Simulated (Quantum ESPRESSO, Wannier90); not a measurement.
## Wannier functions of Hg2SeS (P-4m2)

```
begin unit_cell_cart
ang
    4.2901400000    0.0000000000    0.0000000000
    0.0000000000    4.2901400000    0.0000000000
    0.0000000000    0.0000000000    6.0591000000
end unit_cell_cart
begin atoms_frac
Hg   0.5000000000  0.0000000000 -0.2378200000
Hg   0.0000000000  0.5000000000  0.2378200000
Se   0.0000000000  0.0000000000  0.5000000000
S    0.5000000000  0.5000000000  0.0000000000
end atoms_frac
```

Structure: Materials Project mp-1223907, symmetrised, not relaxed again. Not found in the COD (Crystallography Open Database) copy used; not checked further. Method: PBEsol plane waves in Quantum ESPRESSO 7.5 (PseudoDojo norm-conserving files, 69 Ry, no spin polarisation, no spin-orbit coupling), Bloch states on a 8×8×6 mesh through Γ, Wannier90 4.0.1. Density: 8×8×6 mesh, Gaussian smearing 0.01 Ry. Spin-orbit coupling is left out although heavy elements are present.

Bands 14-15 form an isolated set from -13.14 to -12.45 eV relative to the Fermi level (on the path) and are turned into 2 Wannier functions by minimising the spread from the start: atomic waves S 3s, Se 4s.

Question: Where do the functions sit, how wide are they and what are they made of?

Answer: 
```tsv
functions	spread (Å²)	nearest atom, distance (Å)	second atom, distance (Å)	weight on atomic waves
1	1.39	Se 0.00	Hg 2.67	Se 4s 87 %, Hg 6s 7 %, Hg 5d 5 %
1	1.33	S 0.00	Hg 2.58	S 3s 86 %, Hg 6s 8 %, Hg 5d 6 %
```

Ω_I = 2.72 Å², Ω_total = 2.72 Å²; the interpolated bands follow pw.x to 0.0 meV rms on the path. Only this start was tried; a symmetric start can stop on a saddle, and mixtures of these functions could lower the total by at most Ω_total − Ω_I.
